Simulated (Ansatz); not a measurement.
Ta₇S₁₂:
```xyz
19
Lattice="2.8770 4.9836 0.0000 -2.8770 4.9836 0.0000 -1.9176 0.0000 12.6307" Properties=species:S:1:pos:R:3 pbc="T T T"
Ta     0.9567     4.9836     9.4691
Ta    -2.8744     4.9836     3.1617
Ta    -1.9190     6.6463     9.4965
Ta     0.0014     3.3209     3.1342
Ta     0.0014     6.6463     3.1342
Ta    -1.9190     3.3209     9.4965
Ta     0.0000     0.0000     0.0000
S      0.9654     4.9836     1.5457
S     -2.8831     4.9836    11.0850
S     -1.9175     6.6408     1.5423
S     -0.0002     3.3264    11.0884
S     -0.0002     6.6408    11.0884
S     -1.9175     3.3264     1.5423
S      0.9501     4.9836     4.6855
S     -2.8678     4.9836     7.9452
S     -1.9110     6.6533     4.6861
S     -0.0066     3.3138     7.9446
S     -0.0066     6.6533     7.9446
S     -1.9110     3.3138     4.6861
```
The run is spin-polarised; directions of the spins, atom by atom: 0 0 0 0 0 0 ↑ 0 0 0 0 0 0 0 0 0 0 0 0.

Relaxed with r²SCAN. Special points in fractions of this cell's reciprocal vectors: Γ (0.000, 0.000, 0.000); Y (0.500, 0.500, 0.000); M (0.500, 0.500, 0.500); A (0.000, 0.000, 0.500); L2 (0.000, 0.500, 0.500); V2 (0.000, 0.500, 0.000).

Q: List the band energies nearest the Fermi level at these points for DFT-r²SCAN in the program Ansatz with PAW potentials.

A: In eV from the Fermi level; about four levels below and three above (degenerate sets whole), none deeper than 8.9 eV; points with the same levels are listed once.

| k | below | above |
|---|---|---|
| Γ ↑ | -1.55 -0.55 -0.49 -0.42 | 0.43 0.47 0.61 |
| Y ↑ | -0.50 -0.41 -0.25 -0.13 | 0.20 1.13 1.93 |
| M ↑ | -0.46 -0.34 -0.32 -0.07 | 0.20 1.25 1.95 |
| A ↑ | -1.95 -1.95 -0.49 -0.42 | 0.14 0.43 0.47 |
| L2 ↑ | -0.45 -0.37 -0.30 -0.21 | 0.28 1.21 1.92 |
| V2 ↑ | -0.48 -0.40 -0.27 -0.20 | 0.27 1.16 1.93 |
| Γ ↓ | -1.56 -0.43 -0.13 -0.09 | 0.38 0.43 0.96 |
| Y ↓ | -0.57 -0.46 -0.44 -0.30 | 0.49 0.94 1.36 |
| M ↓ | -0.61 -0.41 -0.37 -0.36 | 0.57 0.94 1.49 |
| A ↓ | -1.96 -1.96 -0.12 -0.10 | 0.28 0.38 0.42 |
| L2 ↓ | -0.57 -0.42 -0.40 -0.33 | 0.63 0.87 1.45 |
| V2 ↓ | -0.60 -0.45 -0.44 -0.30 | 0.61 0.86 1.41 |

Space group C2/m. The workflow started from a Materials Project entry (that database holds measured and hypothetical structures alike); the Crystallography Open Database copy checked does not list it. Whether it is the stable phase at ambient conditions was not checked. The cell was relaxed with r²SCAN under the symmetry of its start; its stability against distortions is not shown here. Spin order of the final state: ferromagnetic, the only order run, not a proven ground state. Other orbital occupations within this spin state were not tried. No Hubbard U is applied. A crystal of weakly bound layers computed without a dispersion correction: the cell and the soft elastic constants depend strongly on that. Spin–orbit coupling is left out wherever it is not named.

Potentials: the later of the program's two PAW sets.
